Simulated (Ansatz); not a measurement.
Piezoelectric tensor of BP

Level of theory: DFT PBE, scalar-relativistic, plane waves, PAW (Ansatz 0.2.0). Cutoff 420 eV, 8×8×8 k-points (Γ-centred), fixed occupations. No spin polarisation.

The cell is fixed (symmetry leaves no force on the atoms) and stands under -0.2 GPa:
```yaml
crystal:
  lattice:
    - [0.00000, 2.27500, 2.27500]
    - [2.27500, 0.00000, 2.27500]
    - [2.27500, 2.27500, 0.00000]
  atoms:
    - { symbol: B, position: [0.00000, 0.00000, 0.00000] }
    - { symbol: P, position: [0.25000, 0.25000, 0.25000] }
```

The cell is the ideal cubic zincblende prototype.

Problem. Give the relaxed-ion proper piezoelectric stress tensor e_iJ (C/m², Voigt columns xx yy zz yz xz xy).

Solution.
```
x    0.000  0.000  0.000 -0.115  0.000  0.000
y    0.000  0.000  0.000  0.000 -0.115  0.000
z    0.000  0.000  0.000  0.000  0.000 -0.115
```
Signs follow the orientation of the cell as given.

Problem. With the elastic constants (GPa, Voigt order)
C11 = 338.7, C12 = 73.0, C13 = 73.0, C22 = 338.7, C23 = 73.0, C33 = 338.7, C44 = 184.2, C55 = 184.2, C66 = 184.2 GPa; the others vanish.
find the strain coefficients d = e·C⁻¹ (pC/N).

Solution.
```
x    0.00  0.00  0.00 -0.62  0.00  0.00
y    0.00  0.00  0.00  0.00 -0.62  0.00
z    0.00  0.00  0.00  0.00  0.00 -0.62
```

Cost: 1 run of about 0.43 core-minutes, on Intel Xeon Platinum 8488C (Sapphire Rapids) (shared hosts).